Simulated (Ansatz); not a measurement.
A relaxed cell of Bi (R-3m (No. 166)), relaxed on a k-mesh at least as fine as the one used below. All values below come from PBE (plane waves to 420 eV, PAW, scalar-relativistic; Ansatz, a quantum-chemistry and plane-wave program). Γ-centred k-mesh 9×9×9 on the run's cell (coarser than for final values), Fermi–Dirac smearing 0.05 eV.

```yaml
crystal:
  lattice:
    - [2.29116, 1.32280, 4.05833]
    - [-2.29116, 1.32280, 4.05833]
    - [0.00000, -2.64560, 4.05833]
  atoms:
    - { symbol: Bi, position: [0.23363, 0.23363, 0.23363] }
    - { symbol: Bi, position: [0.76637, 0.76637, 0.76637] }
```

The atoms are displaced by (Å):

```json
[
 {"atom": "Bi1", "ux": "0.180", "uy": "-0.026", "uz": "-0.150"},
 {"atom": "Bi2", "ux": "-0.194", "uy": "0.290", "uz": "0.239"}
]
```

Q: What forces (eV/Å) and pressure result?

A: 
```json
[
 {"atom": "Bi1", "Fx": "-1.28", "Fy": "1.99", "Fz": "3.02"},
 {"atom": "Bi2", "Fx": "1.28", "Fy": "-1.99", "Fz": "-3.02"}
]
```

Pressure +8.5 GPa.

Q: Estimate the energy cost of the displacement in the harmonic approximation and compare with the calculation.

A: For a harmonic well ΔE = −½ Σ F·u = 1.141 eV a cell, or 571 meV/atom. The calculated energy relative to the undisplaced cell is +0.50 eV/atom, so anharmonic terms matter at this amplitude.

No spin polarisation in the result.

The run that gave the undisplaced cell could not lose the symmetry of its start; a randomly shaken copy of 2 atoms returns to this structure.
